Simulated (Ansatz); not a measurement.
ScSnCN:
```xyz
4
Lattice="3.5844 0.0000 0.0000 -1.7922 3.1041 0.0000 0.0000 0.0000 5.4631" Properties=species:S:1:pos:R:3 pbc="T T T"
Sc     0.0000     2.0694     2.8703
Sn     1.7922     1.0347     0.0314
C      0.0000     2.0694     0.6020
N      1.7922     1.0347     3.3252
```

Relaxed with r²SCAN.

Q: Map the electron localisation function on the plane through (0.333, 0.667, 0.525) spanned by u = [0, 0, 1] and v = [1, -1, 0] in lattice vectors, from DFT-r²SCAN in the program Ansatz with PAW potentials.

A: x is the fraction of u, y of v (the angle between them is 90°; rows are the nearest grid lines); atoms in the plane: Sc at (0.00, 0.00), Sn at (0.48, 0.33), C at (0.58, 0.00), N at (0.08, 0.33).
```
|0168830014688740028996257510|
|1378720014678851048996247631|
|8774100013567887789985115888|
|7631000012456777788874102577|
|2100000001345666666653000122|
|0000000000112222222211000000|
|0000000000001111110000000000|
|0000000000000000000000000000|
|0000000000000000000000000000|
|1111000000000000000000000001|
|2232211000111111100000000112|
|7787653211222222221100002467|
|8998875322233322222100013678|
|9998987522210001222110025899|
|8756788522100000122210136898|
|8411588522100000122210136888|
|8644788522100000122210136898|
|9988887522210001222210025799|
|8999986422221112233321013678|
|2223333222334456777753000012|
|4421111112456789998874101244|
|7764100013578999899985114677|
|1378720014678851048996247631|
|0168830014688740028996257510|
```
Scale: ten equal steps from 0.000 (start of '0') to 0.886 (end of '9'), in the order '0123456789'; x runs from 0.000 to 1.00, y from 0.000 (bottom) to 1.00 (top).

The density is the valence pseudo-density with augmentation charge, so density and ELF within about 1 Å of a nucleus are not all-electron values.

Space group P3m1. The start of the workflow was typed in or built on a structure type; neither database checked (COD, Materials Project) lists it. Whether it is the stable phase at ambient conditions was not checked. The r²SCAN relaxation kept the symmetry of its start; whether a distortion lowers the energy is not shown. The run is not spin-polarised. Scalar-relativistic: spin–orbit coupling is off unless named, which matters more the heavier the elements.

Potentials: the earlier of the program's two PAW sets.
